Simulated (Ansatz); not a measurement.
One crystal and one scan (energy against volume) at two levels, PBE (plane waves to 420 eV, PAW, scalar-relativistic; Ansatz, an electronic-structure program) and r2SCAN (plane waves to 500 eV, PAW, scalar-relativistic; Ansatz), each from its own relaxed cell and on its own mesh. The cell shown is that of PBE.

Cr (bcc, W type)

```
CELL_PARAMETERS angstrom
     -1.42397     1.42397     1.42397
      1.42397    -1.42397     1.42397
      1.42397     1.42397    -1.42397
ATOMIC_POSITIONS crystal
  Cr 0.00000 0.00000 0.00000
```

This relaxed cell (volume V₀) is scaled evenly in all directions, its shape held. Symmetry pins the atoms to their sites.

Energies are smeared free energies. Cr is run without spin polarisation. Cr was relaxed with its symmetry unable to fall. Real Cr orders magnetically; this run has no moments, which shifts volume and moduli. Both scans cover V/V₀ from 0.840 to 1.160.

ΔE (meV/atom), each from the relaxed starting cell of its own level:

```json
[
 {"V/V₀": "0.840", "PBE": "321", "r2SCAN": "337"},
 {"V/V₀": "0.880", "PBE": "167", "r2SCAN": "175"},
 {"V/V₀": "0.920", "PBE": "69", "r2SCAN": "72"},
 {"V/V₀": "0.960", "PBE": "16", "r2SCAN": "17"},
 {"V/V₀": "1.000", "PBE": "0", "r2SCAN": "0"},
 {"V/V₀": "1.040", "PBE": "14", "r2SCAN": "15"},
 {"V/V₀": "1.080", "PBE": "52", "r2SCAN": "55"},
 {"V/V₀": "1.120", "PBE": "110", "r2SCAN": "116"},
 {"V/V₀": "1.160", "PBE": "183", "r2SCAN": "withheld"}
]
```

Q: Estimate the r2SCAN value at 1.160 from the PBE value there and the ratio of the two levels in the two nearest given rows on that side of the minimum.

A: At 1.120 and 1.080 the ratio r2SCAN/PBE averages 1.056, which gives 1.056 × 183 = 193 meV/atom. The calculation gives 194 meV/atom, +6.0 % against PBE.

(Under strain, the slope of the energy per volume gives the stress and its curvature an elastic modulus.)
